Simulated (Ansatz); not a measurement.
**Fixed-spin-moment curve of Nb₃Te**

The cell (8 atoms) is Nb₃Te as a measured crystal structure (space group Pm-3n). Source: COD entry 1523365, which need not be the ambient phase.

```xyz
8
Lattice="5.2610 0.0000 0.0000 0.0000 5.2610 0.0000 0.0000 0.0000 5.2610" Properties=species:S:1:pos:R:3 pbc="T T T"
Te    0.0000    0.0000    0.0000
Te    2.6305    2.6305    2.6305
Nb    1.3153    0.0000    2.6305
Nb    2.6305    3.9458    0.0000
Nb    3.9458    0.0000    2.6305
Nb    2.6305    1.3153    0.0000
Nb    0.0000    2.6305    3.9458
Nb    0.0000    2.6305    1.3153
```

Numbers behind element symbols give the atom's place in this list.

Method: Ansatz, DFT, r2SCAN+U, PAW, plane waves, scalar-relativistic.

* Hubbard term (Dudarev form): U − J = 0.7 eV on Nb d, on Löwdin-orthonormalised all-electron atomic orbitals
* Plane-wave cutoff: 500 eV
* k-point mesh: 4×4×4 (Γ-centred)
* Occupations: Fermi–Dirac smearing, 0.05 eV

Moments by site are taken inside atomic spheres; the rest lies between them.

A static U favours moments and orbital order; the result depends on U and need not be the measured state.

For a metal this mesh leaves errors of several meV/atom.

Each run fixes N↑ − N↓ and starts with that moment spread in parallel over the Nb atoms; no search for lower states follows. F is the free energy per cell, and F(lowest) that of the lowest run, the runs with a free moment included. Each row is one local solution, which need not be the lowest state at that M. The run at M = 0 starts without moments and gives the spin-unpolarised solution; a state with cancelling moments wasn't tried, and may lie lower.

The run at M = 1.80 μB took 58 s on 2 threads of x86-64 server CPU, on a shared host, peak memory 0.96 GiB.

| fixed M (μB/cell) | F − F(lowest) (meV/cell) | moments of Nb3 Nb4 Nb5 Nb6 Nb7 Nb8 (μB) |
| --- | --- | --- |
| 0.00 | 0 | 0.00 0.00 0.00 0.00 0.00 0.00 |
| 0.45 | 46 | 0.05 0.05 0.05 0.05 0.05 0.05 |
| 0.90 | 115 | 0.10 0.10 0.10 0.10 0.10 0.10 |
| 1.35 | ? | ? |
| 1.80 | 298 | 0.19 0.19 0.19 0.19 0.19 0.19 |
| 2.25 | ? | ? |
| 2.70 | 669 | 0.28 0.28 0.28 0.28 0.28 0.28 |
| 3.15 | 895 | 0.33 0.33 0.33 0.33 0.33 0.33 |
| 3.60 | 1142 | 0.38 0.38 0.38 0.38 0.38 0.38 |

Question: Fill in the row for M = 1.35 μB.

Answer: 196 meV; moments Nb3 0.15, Nb4 0.15, Nb5 0.15, Nb6 0.15, Nb7 0.15, Nb8 0.15 μB.

Question: Fill in the row for M = 2.25 μB.

Answer: 464 meV; moments Nb3 0.24, Nb4 0.24, Nb5 0.24, Nb6 0.24, Nb7 0.24, Nb8 0.24 μB.

With the constraint released: “parallel moments scaled by 0.1, free total moment [Nb3 0.10, Nb4 0.10, Nb5 0.10, Nb6 0.10, Nb7 0.10, Nb8 0.10 μB]” ends at 0.00 μB, 0 meV; “parallel moments, free total moment [Nb3 1.00, Nb4 1.00, Nb5 1.00, Nb6 1.00, Nb7 1.00, Nb8 1.00 μB]” ends at 0.00 μB, 0 meV.
